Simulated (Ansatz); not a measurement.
In r²SCAN in the plane-wave PAW code Ansatz, Ag in the simple hexagonal structure (P6/mmm) relaxes to a = 2.814 Å, c = 2.736 Å.

Electronic character: metallic (no gap). Gap from r²SCAN with spin–orbit coupling: none (metallic).

An equation-of-state fit gives a bulk modulus of 88.6 GPa. The relaxed-ion elastic constants in GPa are C11 = 174, C12 = 86.7, C13 = 17.4, C33 = 206, C44 = -12.8.

The start of the workflow was typed in or built on a structure type; neither database checked (COD, Materials Project) lists it. It is not the phase usual at ambient conditions (space group No. 225). The cell was relaxed with r²SCAN under the symmetry of its start. At this level the phase is mechanically unstable. The run is not spin-polarised. As this level gives no gap, shear constants depend on the k-mesh and smearing (Fermi–Dirac, 0.1 eV here). Axis ratios of metals converge slowly with the k-mesh, so a and c are less sure than the volume. Spin–orbit coupling is left out wherever it is not named.

Potentials: the earlier of the program's two PAW sets.
